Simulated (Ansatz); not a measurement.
# Zone-centre phonons of SnO: input and output

Method: DFT PBEsol, scalar-relativistic, plane waves, PAW in Ansatz.

Launched with:
```bash
ansatz run input.yaml --threads 1 --pin off --max-ram 4096MiB --backend cpu --events-out ev --progress --plain --runs-dir out
```

Input (bare energies are in eV):
```yaml
crystal:
  lattice:
    - [3.8008284495, 0.0, 0.0]
    - [0.0, 3.8008284495, 0.0]
    - [0.0, 0.0, 4.7352583715]
  atoms:
    - { symbol: Sn, position: [0.5, 0.0, 0.2439022707] }
    - { symbol: Sn, position: [0.0, 0.5, 0.7560977293] }
    - { symbol: O, position: [0.0, 0.0, 0.0] }
    - { symbol: O, position: [0.5, 0.5, 0.0] }
basis:
  ecutwfc: 420
kpoints:
  mp_grid: { grid: [12, 12, 10] }
hamiltonian:
  xc: pbesol
scf:
  occupations: { method: fermi_dirac, width: 0.15 }
output:
  eigenvalues: true
phonons:
  method: dfpt
  eigenvectors: true
```

Results section of the output:
```
--- Phonons (Γ-DFPT): 4 representative perturbations + reference, on 294 of 1440 k-points (Σ response iterations 12) ---
  k mesh reduced under 4 symmetry operations, with k and −k counted as one. Each operation leaves every solved displacement unchanged or reverses it
  ASR residual: 1.601e-5 → 0.000e0 eV/Å²; symmetrization residual: 3.914e-6 eV/Å²
  ASR residual per site (eV/Å²): 1.00e-5 1.00e-5 1.60e-5 1.60e-5
  Γ frequencies (cm⁻¹): 0.00 0.00 0.00 112.76 112.76 206.14 265.79 265.79 344.82 360.99 458.71 458.71
  non-analytic LO–TO correction: not included (Born effective charges unavailable; polar crystals: no LO–TO splitting at Γ)
```

The run took 4.3 min on 1 thread of Arm Neoverse V1 (shared host), peak memory 1.7 GiB.

In a metal, frequencies and elastic constants depend on the k mesh and the smearing, soft modes and shear constants most. Spin–orbit coupling is left out, which matters for heavy elements. A semilocal functional can close a gap that the real compound has.